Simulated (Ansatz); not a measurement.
Structure from Materials Project entry mp-8093 (possibly hypothetical), not relaxed further.

An input for Ba2Cd and the output that it gave: DFT, LDA, PAW with Ansatz's default frozen-core files, scalar-relativistic (Ansatz 0.2.0).

Command: `ansatz run input.yaml --threads 1 --pin off --max-ram 4096MiB --backend cpu --events-out ev --progress --plain --runs-dir out` The run took 73 s on 1 thread of Arm Neoverse V1, with other jobs on the host, peak memory 0.7 GiB.

```yaml
crystal:
  lattice:
    - [-2.1440953799, 2.1440953799, 7.731386659]
    - [2.1440953799, -2.1440953799, 7.731386659]
    - [2.1440953799, 2.1440953799, -7.731386659]
  atoms:
    - { symbol: Ba, position: [0.63051271, 0.63051271, 0.0] }
    - { symbol: Ba, position: [0.36948729, 0.36948729, 0.0] }
    - { symbol: Cd, position: [0.0, 0.0, 0.0] }
kpoints:
  mp_grid: { grid: [12, 12, 12] }
  band_path:
    path:
      - [0.0, 0.0, 0.0]
      - [0.0, 0.0, 0.5]
      - [0.25, 0.25, 0.25]
      - [0.0, 0.5, 0.0]
      - [0.0, 0.0, 0.0]
      - [0.5, 0.5, -0.5]
      - [0.269227084, 0.730772916, -0.269227084]
      - [-0.269227084, 0.269227084, 0.269227084]
      - [0.0, 0.0, 0.0]
    npoints: 14
scf:
  occupations: { method: fermi_dirac, width: 0.03 }
hamiltonian:
  xc: lda
  pseudopotentials: { kind: paw }
output:
  forces: true
  stress: true
  eigenvalues: true
  efg: { contact_densities: true }
  populations: true
  bader: true
  dos: { projected: true, de: 0.2, e_range: [-14, 8] }
  write_density: true
  write_potential: true
  elf: true
  volumetric_format: npy
```

The log:

```
basis.fft_grid_basis auto: the FFT boxes are laid along the combinations [[1, -1, 0], [0, 1, 0], [1, 0, 1]] of the cell's own vectors, 6.064, 8.305 and 4.288 Å long. The dense box has 45×60×30 points. Along the cell's own vectors, as sized, it would have 60×60×60, 2.67 times as many. Of the 16 symmetry operations that the crystal satisfies within crystal.symmetry.tolerance (time reversal apart; of a slab, those that keep its plane) the dense box along the cell's own vectors carries 16, and the one as laid loses 14 of those. basis.fft_grid_basis: typed keeps the cell's own vectors: state it where this run's energies or levels are differenced outside the engine with another run's, or held beside a run that keeps those vectors. Those combinations have planes normal to reciprocal vector 3, as the cell's own vectors have. Each planar average written beside output.write_density, output.write_potential has a row for each plane of the box: 30. The volumetric files lie along those combinations, not along the cell's own vectors: a cube or XSF file states them, and fields.json those of NumPy files.
Cd, Ba: output.efg is read without spin–orbit coupling, which moves field gradients at and beside such atoms by some per cent and up to a factor of two; PAW files take it under magnetization.noncollinear and magnetization.spin_orbit
Engine: ansatz 0.2.0
Pseudopotentials: kind: paw
Pseudopotential: Ba, paw, valence charge 10, recommended cutoff 420 eV (normal)
Pseudopotential: Cd, paw, valence charge 20, recommended cutoff 420 eV (normal)
Functional definition: SPW92
  exchange = slater_x
  correlation = pw_c
Crystal: 3 atoms, lattice volume = 142.169 Å³
Basis set: ecut = 420 eV, 2809 PW (Γ), FFT grids on a1−a2, a2, a1+a3
Bands: 24, of which v1, the nominal top of the filled ones, is band 20 counted from 1 (19 counted from 0)
Symmetry: 16 space group operations
Space group: I4/mmm (ITA 139), of the structure as read, at distance tolerance 5.2e-5 Å
k-points: 163 of 1728
Non-local potential: Ba, projectors of the file, l = 0: 3, l = 1: 2, l = 2: 2, l = 3: 2
Non-local potential: Cd, projectors of the file, l = 0: 3, l = 1: 2, l = 2: 2, l = 3: 1
PAW form: soft (Blöchl's): semilocal exchange-correlation on the pseudo side does not see the compensation charge
PAW frozen core: Ba, regenerated for the run's functional, and the local potential with it (the file was generated under x = pbe(κ = 0.804, μ = 0.2195149727645171), c = pbe(β = 0.06672455060314922))
PAW frozen core: Cd, regenerated for the run's functional, and the local potential with it (the file was generated under x = pbe(κ = 0.804, μ = 0.2195149727645171), c = pbe(β = 0.06672455060314922))
PAW one-centre angular grid: Ba, 194 points (default); XC on 64 Gauss nodes
PAW one-centre angular grid: Cd, 590 points (default); XC on 64 Gauss nodes
Initial density: superposition of atomic densities (neutral atoms: chi_scale 0, normalization atom), corrected by the library's trained network
Initial wavefunctions: pseudopotential atomic-orbital guess
Functional: x = slater, c = lda
SCF iter   1: F=—  HF=-19677.634445 eV  |F-HF|=—  |Δ(HF+E_count)|=         —  Δρ=4.42e-3  dr2=1.83e-2  ethr=1.77e-3  ⟨swp⟩=7.7  Hψ=21020  notcnv=0
preconditioner: auto → Kerker (q_TF=auto, 2.209 Å⁻¹)  [metal: Δε(μ)=0.008 eV  Ē_g=10.269 eV  σ=0.030 eV  W_gap=0.07  n_scr=24 (ndim 8)  ℏωp=16.5 eV  f_vac=0.000  D(μ)=3.44/eV (n_scr^D=24)]
SCF iter   2: F=—  HF=-19677.630024 eV  |F-HF|=—  |Δ(HF+E_count)|=   4.42e-3  Δρ=1.86e-3  dr2=3.60e-3  ethr=4.58e-5  ⟨swp⟩=2.0  Hψ=8504  notcnv=0
SCF iter   3: F=—  HF=-19677.629171 eV  |F-HF|=—  |Δ(HF+E_count)|=   8.53e-4  Δρ=5.64e-4  dr2=4.60e-4  ethr=9.01e-6  ⟨swp⟩=2.6  Hψ=6979  notcnv=0
SCF iter   4: F=—  HF=-19677.629084 eV  |F-HF|=—  |Δ(HF+E_count)|=   8.63e-5  Δρ=1.15e-4  dr2=5.07e-5  ethr=1.15e-6  ⟨swp⟩=2.1  Hψ=5451  notcnv=0
SCF iter   5: F=—  HF=-19677.629162 eV  |F-HF|=—  |Δ(HF+E_count)|=   7.80e-5  Δρ=3.32e-5  dr2=4.79e-6  ethr=1.27e-7  ⟨swp⟩=2.0  Hψ=6927  notcnv=0
SCF iter   6: F=-19677.629162 eV  HF=-19677.629162 eV  |F-HF|=4.32e-8  |Δ(HF+E_count)|=   5.77e-7  Δρ=8.38e-6  dr2=8.77e-8  ethr=2.50e-10  ⟨swp⟩=10.0  Hψ=35821  notcnv=0
SCF 1 converged in 6 iterations: F = -19677.629162 eV  dr2 = 8.77e-8
  greatest PAW one-centre occupation: 1.000 electrons in one spin orbital (limit 2), on the Cd atom at site 2 (counted from 0), in its partial waves of l = 0
NSCF: frozen V_eff on 113 k-points
SCF converged after 6 iterations
Free energy (F): -19677.629162 eV
Harris-Foulkes:  -19677.629162 eV  (|F-HF|=4.32e-8)
Internal energy: -19677.618998 eV  (E = F + TS)
E sigma→0 (E₀):  -19677.624080 eV
Entropy (-TS):   -0.010164 eV (-3.388 meV/atom)
Fermi energy:    7.025851 eV
--- Per-component energies (eV) ---
  E_band       = -678.499862
  E_kinetic    = 839.157619
  E_local      = -5724.324695  (includes V_loc(G=0)·N_el)
  E_nonlocal   = 158.791477
  E_hartree    = 2576.955925
  E_xc         = -506.620134
  E_vxc        = -489.642734  (∫ρ·V_xc dr)
  E_paw        = -14061.120345  (= ΣΔE_a)
  E_vpaw       = -616.386995  (= ΣTr[D̂ρ^β])
  E_aug_tail   = 0.000006  (compensation charges beyond the density's cutoff)
  E_ewald      = -2961.790452
  E_core_change = 1.331600  (= ΣΔE_core)
  E_smearing   = -0.010164  (= −TS)
  E_closure    = 0.000000  (closes the sum)
  Σ components = -19677.629162   (vs F -19677.629162, Δ=0.00e0)
--- Forces (eV/Å), atoms counted from 1 ---
  atom   1  Ba    -0.00000000     0.00000000    -0.14498781
  atom   2  Ba     0.00000000     0.00000000     0.14498781
  atom   3  Cd    -0.00000000     0.00000000    -0.00000000
  max |Σ_I F_I| component: 2.78e-17 eV/Å
--- Stress (GPa, compression-positive) ---
       -2.084200       0.000000       0.000000
        0.000000      -2.084200       0.000000
        0.000000      -0.000000      -2.091754
  P = ⅓ Tr σ = -2.0867 GPa (-20.867 kbar)
--- PAW observables at the nuclei: V_zz in 10²¹ V/m², potentials from the cell's mean, atoms counted from 1 ---
  atom   1  Ba V_zz =    +0.908855   η = 0.0000   by run symmetry: allowed
            electrostatic potential = -9620.575136 V   contact ρ = 2057532.385507 e/Å³
  atom   2  Ba V_zz =    +0.908855   η = 0.0000   by run symmetry: allowed
            electrostatic potential = -9620.575136 V   contact ρ = 2057532.385507 e/Å³
  atom   3  Cd V_zz =    +0.797432   η = 0.0000   by run symmetry: allowed
            electrostatic potential = -7703.907927 V   contact ρ = 1031805.452261 e/Å³
--- Band table (eV; the first three rows and the last of 163) ---
  k-point 0: bands = ["-95.3154", "-56.4387", "-56.4350", "-56.4350", "-21.6822", "-21.6473", "-7.0887", "-6.6240", "-6.6240", "-6.6197", "-6.6197", "-6.6128", "-1.4287", "-1.3736", "-1.3634", "-1.3559", "-1.3559", "2.4757", "5.6950", "6.6166", "7.6175", "7.8449", "8.2481", "9.0258"]
  k-point 1: bands = ["-95.3154", "-56.4387", "-56.4350", "-56.4350", "-21.6787", "-21.6446", "-7.0760", "-6.6517", "-6.6510", "-6.6472", "-6.6419", "-6.6060", "-1.4171", "-1.3706", "-1.3650", "-1.3631", "-1.3575", "2.6111", "5.8874", "6.5156", "7.7262", "7.7983", "8.2727", "9.0194"]
  k-point 2: bands = ["-95.3154", "-56.4387", "-56.4350", "-56.4350", "-21.6693", "-21.6375", "-7.0426", "-6.7327", "-6.7097", "-6.7063", "-6.7016", "-6.6043", "-1.3859", "-1.3780", "-1.3749", "-1.3616", "-1.3576", "2.9685", "6.3889", "6.3953", "7.5873", "7.9988", "8.3260", "8.9875"]
  k-point 162: bands = ["-95.3154", "-56.4387", "-56.4350", "-56.4350", "-21.6712", "-21.6584", "-6.9525", "-6.7640", "-6.6520", "-6.6520", "-6.5913", "-6.5913", "-1.4287", "-1.3750", "-1.3634", "-1.3557", "-1.3557", "2.7101", "4.8824", "7.3722", "7.4121", "8.1509", "8.3058", "8.6912"]
--- Löwdin populations: 3 sites ---
  site symbol       q [e]
     0     Ba      9.2346
     1     Ba      9.2346
     2     Cd     19.6991
  spilling = 0.045793 (of n_electrons = 40.000000)
--- Bader charges: 3 sites ---
  site symbol  charge [e]  shift [e]
     0     Ba      0.6209     0.0000
     1     Ba      0.6209     0.0000
     2     Cd     -1.2419     0.0000
  estimated error of the sums over rays = 3.2e-4 e
```
